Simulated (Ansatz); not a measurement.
The end of the path is a generated cell of VSb: the first start was made by placing the elements on the sites of a structure type, and the end was not matched to a known phase here, so it may be hypothetical.

A geometry of VSb away from equilibrium: the start of the relaxation of a generated cell, VSb built in the AFLOW prototype AB_tP4_129_c_c (B11, as in TiCu). These are PBE (plane waves to 420 eV, PAW, scalar-relativistic; Ansatz, a program for electronic structure) values and carry that method's errors. Γ-centred k-mesh 9×9×5 on the run's cell (coarser than for final values), Fermi–Dirac smearing 0.05 eV.

```xyz
4
Lattice="3.5814 0.0000 0.0000 0.0000 3.5814 0.0000 0.0000 0.0000 6.8229" Properties=species:S:1:pos:R:3 pbc="T T T"
V      1.7907     0.0000     4.4349
V      0.0000     1.7907     2.3880
Sb     1.7907     0.0000     0.6823
Sb     0.0000     1.7907     6.1406
```
Spin-polarised start, with parallel moments on V.

Q: Which atoms carry the largest force, and which way does it point?

A: 3.44 eV/Å, on Sb3, Sb4 (atoms numbered as listed); on Sb3 its components are (0.00, 0.00, 3.44).

Q: What is the pressure?

A: -5.2 GPa, compression positive.

Q: How much energy per atom can still be gained by relaxing?

A: 0.90 eV/atom; the path ends in P4/nmm (No. 129).

No spin polarisation in the result: the starting moments vanished. No dispersion correction is included, so spacings between layers, chains or molecules are soft and tend to come out too large.

The run could not lose the symmetry of its start: the end is stationary, and may be a saddle point rather than a minimum.
